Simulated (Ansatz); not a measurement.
Ga2PN as one 8-atom ordering (I-42d) on the zincblende lattice, relaxed with r2SCAN. It is tetragonal, I-42d (No. 122); conventional cell a = 4.990 Å, c = 9.815 Å, 15.27 Å³ an atom. Around N lie 4 Ga at 1.99 Å; around Ga lie 2 N at 1.99 Å and 2 P at 2.33 Å; around P lie 4 Ga at 2.33 Å.

The questions ask for values computed with the PAW code Ansatz on this geometry. All values are calculated for a non-magnetic cell, which may be hypothetical.

Given (8×8×8 mesh): The r2SCAN gap is direct at Γ: 1.77 eV.

(1) How does the gap change from r2SCAN to PBE (8×8×8)?

(2) Estimate the gap with PBE+SOC on 8×8×8.

(3) Estimate the gap with HSE06 on 4×4×4.

(4) Estimate the gap with PBE0 on 4×4×4.

(5) What do these levels agree on?

Results:

(1) The PBE gap is direct at Γ: 1.35 eV. The gap differs by -0.42 eV from r2SCAN's.

(2) The PBE+SOC gap is direct at Γ: 1.35 eV. Spin-orbit coupling itself accounts for 0.00 eV. The gap differs by -0.42 eV from r2SCAN's.

(3) HSE06 gives a direct gap of 2.34 eV at Γ. The gap differs by +0.57 eV from r2SCAN's.

(4) With PBE0 the gap is 3.00 eV and direct, at Γ. The gap differs by +1.23 eV from r2SCAN's.

(5) r2SCAN covers 42 % of the step from PBE to HSE06. For gaps to 0.1 eV, spin-orbit coupling (up to 0.01 eV here) can be left out. Among these functionals the gap stays direct.

Only the levels marked +SOC include spin-orbit coupling.

The meshes of the hybrids are coarse, so their gaps aren't converged to the digits shown.
